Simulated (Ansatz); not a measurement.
5 guesses for Ge5As and where they end

Computed with Ansatz 0.2.0, DFT PBE, scalar-relativistic, plane waves, PAW. All cells share a 420 eV cutoff and Γ-centred k meshes spaced at most about 0.3 Å⁻¹ (about 0.25 or finer for metals, 2π included). No spin polarisation in the final relaxations.

Each guess was relaxed in cell and atoms at zero pressure, within the symmetry of its start. These are static total energies at zero pressure. Coordination counts Ge atoms around As (those within 1.25 times the shortest such distance or 1.15 times the sum of covalent radii; a plus sign parts nearer from farther groups; the shortest distance is added where it is long for a bond).

| guess | made from | start group | V start (Å³/atom) | end group | V end (Å³/atom) | coordination at the end | gap on mesh (eV) | E over the lowest end (meV/atom) |
| --- | --- | --- | --- | --- | --- | --- | --- | --- |
| 1 | random cell | R-3m | 23.2 | R-3m | 21.0 | As 12 from 2.9 Å | 0 | 0 |
| 2 | NdCo5 type | P6/mmm | 21.3 | P6/mmm | 21.0 | As 6+12 from 3.1 Å | 0 | 57 |
| 3 | random cell | P6/mmm | 24.5 | ? | ? | ? | ? | ? |
| 4 | HfNi5 type | F-43m | 20.6 | F-43m | 20.1 | As 16 from 3.3 Å | 0 | 46 |
| 5 | random cell | F-43m | 23.8 | F-43m | 34.1 | As 4 | 0 | 506 |

Guess 3 as it starts:

```
CELL_PARAMETERS angstrom
5.93260 0.00000 0.00000
-2.96630 5.13778 0.00000
0.00000 0.00000 4.83056
ATOMIC_POSITIONS crystal
Ge 0.33333 0.66667 0.50000
Ge 0.66667 0.33333 0.50000
Ge 0.50000 0.00000 0.50000
Ge 0.00000 0.50000 0.50000
Ge 0.50000 0.50000 0.50000
As 0.00000 0.00000 0.50000
```

**Question.** Fill in the missing row: what does this guess relax into, and where does it rank?

**Answer.** It ends in space group P6/mmm (No. 191), with a = 8.990 Å, c = 2.528 Å, 29.5 Å³/atom and no gap. It lies 240 meV/atom over the lowest end, above guess 2 and below guess 5. Counting Ge atoms around As, this end has As 6+18 from 4.5 Å and the lowest (guess 1) has As 12 from 2.9 Å. This end holds Ge–Ge bonds in all directions (shortest 2.53 Å) and As–As chains (shortest 2.53 Å); in the lowest (guess 1) the shortest Ge–Ge distance is 2.70 Å, near bonding range too and the shortest As–As distance is 5.41 Å.

```
Ge As
1.0
     8.99007    0.00000    0.00000
    -4.49503    7.78563    0.00000
     0.00000    0.00000    2.52794
Ge As
5 1
Direct
  0.33333 0.66667 0.50000
  0.66667 0.33333 0.50000
  0.50000 0.00000 0.50000
  0.00000 0.50000 0.50000
  0.50000 0.50000 0.50000
  0.00000 0.00000 0.50000
```

Energies over the elements count from the elements' standard structures at the same level, with no fitted energy shifts.

**Question.** Is the lowest end bound against the elements?

**Answer.** No: its formation energy is +0.43 eV/atom. It can't be a ground state, since the elements alone are lower.

For metals, differences of a few meV/atom aren't resolved. A magnetic state wasn't ruled out in cells without spin, among them R-3m, F-43m at 20.1 Å³/atom, P6/mmm at 21.0 Å³/atom, P6/mmm at 29.5 Å³/atom, F-43m at 34.1 Å³/atom. The reference form of As is held partly by dispersion forces, which this level lacks. Cells relaxed within their symmetry can be saddle points. A lower structure may well exist outside this small set. Some candidate types were left out of the draw beforehand, so a known form may be missing.
